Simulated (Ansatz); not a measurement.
In₂O₃:
```cif
data_In2O3
_chemical_formula_sum 'In2 O3'
_space_group_name_H-M_alt 'P 1'
_space_group_IT_number 1
_cell_length_a 3.39669
_cell_length_b 3.39669
_cell_length_c 5.96477
_cell_angle_alpha 90.000
_cell_angle_beta 90.000
_cell_angle_gamma 120.000
loop_
_space_group_symop_operation_xyz
  'x, y, z'
loop_
_atom_site_label
_atom_site_type_symbol
_atom_site_fract_x
_atom_site_fract_y
_atom_site_fract_z
_atom_site_occupancy
In1 In 0.66667 0.33333 0.76208 1
In2 In 0.33333 0.66667 0.23792 1
O1 O 0.66667 0.33333 0.34771 1
O2 O 0.33333 0.66667 0.65229 1
O3 O 0.00000 0.00000 0.00000 1
```

Relaxed with LDA.

Problem. Give the optical modes at the zone centre with their infrared activity from DFPT, LDA (plane waves, PAW; program Ansatz).

Solution. Transverse frequencies, without the LO–TO term; a row sums one degenerate level.

```
ω (cm⁻¹)  degeneracy  IR ((D/Å)²/amu)     activity  symmetry
--------  ----------  ---------------  -----------  --------
106                2             0.00  IR-inactive        Eg
131                2            23.64           IR        Eu
157                1            26.00           IR       A2u
172                1             0.00  IR-inactive       A1g
456                1             0.01  IR-inactive       A2u
474                1             0.00  IR-inactive       A1g
500                2            32.40           IR        Eu
536                2             0.00  IR-inactive        Eg
```

Problem. How high does the top mode go among those that the LO–TO term moves?

Solution. 616 cm⁻¹ for q along x, 616 cm⁻¹ for q along y, 429 cm⁻¹ for q along z.

Space group P-3m1 (La2O3 or Ni2Al3 type). The start of the workflow was typed in or built on a structure type; neither database checked (COD, Materials Project) lists it. It is not the phase usual at ambient conditions (space group No. 206). Symmetry was held in the LDA relaxation; of distortions, only those at the zone centre were tested. The volume moved by -27 % from the start of the relaxation. A crystal of weakly bound layers computed without a dispersion correction: the cell and the soft elastic constants depend strongly on that.

Potentials: the earlier of the program's two PAW sets.
